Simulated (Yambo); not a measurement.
SnO2 (rutile, space group P4_2/mnm, No. 136), G0W0@PBEsol in Yambo with this input:

```
rim_cut
gw0
dyson
el_el_corr
HF_and_locXC
ppa
em1d
RandQpts= 1000000
RandGvec= 1 Ry
EXXRLvcs= 84 Ry
VXCRLvcs= 336 Ry
Chimod= "HARTREE"
% BndsRnXp
 1 | 236 |
%
NGsBlkXp= 7 Ry
% LongDrXp
 1.0 | 1.0 | 1.0 |
%
PPAPntXp= 27.2114 eV
% GbndRnge
 1 | 236 |
%
GTermKind= "BG"
DysSolver= "n"
ExtendOut
```

On a 2×2×4 mesh, with wavefunctions cut at 84 Ry, the gap (Γ → Γ) is 1.993 eV and the valence edge shifts by -0.676 eV.

Q: What happens with this change: 6 Ry block?

A: The gap falls by 0.059 eV, to 1.934 eV; the shift of the valence edge becomes -0.646 eV. Neither run is shown to be the converged limit.

The standard potential for Sn keeps a d shell in the valence without the s and p states of that shell. In tests on such compounds this moved G0W0 gaps by up to about 0.9 eV, so absolute quasiparticle energies here are unreliable; differences between settings are what counts.

Spin-orbit coupling is included.

Geometry of the Materials Project entry, not relaxed at this level; primitive cell a = b = 4.765 Å, c = 3.208 Å, α = β = γ = 90.00°.

A shift is the quasiparticle energy of the state minus its PBEsol energy.
